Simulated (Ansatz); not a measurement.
The start is a generated cell, B built in the AFLOW prototype A_hR12_166_2h. A full variable-cell relaxation at zero pressure is run with PBEsol (plane waves to 420 eV, PAW, scalar-relativistic; Ansatz, a quantum-chemistry and plane-wave program). The first steps use a 7×7×7 k-mesh.

The start:
```
B
1.0
    2.45400     1.41682     4.18853
   -2.45400     1.41682     4.18853
    0.00000    -2.83364     4.18853
B
12
Direct
  0.01040   0.65729   0.01040
  0.01040   0.01040   0.65729
  0.65729   0.01040   0.01040
  0.98960   0.34271   0.98960
  0.98960   0.98960   0.34271
  0.34271   0.98960   0.98960
  0.22060   0.63230   0.22060
  0.22060   0.22060   0.63230
  0.63230   0.22060   0.22060
  0.77940   0.36770   0.77940
  0.77940   0.77940   0.36770
  0.36770   0.77940   0.77940
```

What pressure does the first self-consistent step give?

-3.0 GPa (negative: the cell is under tension).

What is the largest force in the starting geometry, and on which atom (counted from 1)?

0.80 eV/Å, on B1, B2, B3, B4, B5, B6 (atoms numbered as listed).

How much energy is released per atom?

5 meV/atom.

How does the volume per atom move from start to end?

-1.8 %, from 7.28 to 7.15 Å³/atom.

Write out the relaxed structure.


Space group R-3m, hexagonal axes (No. 166); a = 4.876 Å, b = 4.876 Å, c = 12.499 Å, α = 90.00°, β = 90.00°, γ = 120.00°

```
atom  site  symmetry       x       y       z
----  ----  --------  ------  ------  ------
B      18h        .m  0.2379  0.1189  0.1083
B      18h        .m  0.1973  0.3945  0.0243
```
(The calculation used a cell of 12 atoms; values per cell refer to that cell.)

The space group stays R-3m (No. 166) (the run could not lower it); the end is AFLOW prototype A_hR12_166_2h (as in B), with 12 atoms in the primitive cell. No spin polarisation in the result.

The run could not lose the symmetry of its start.
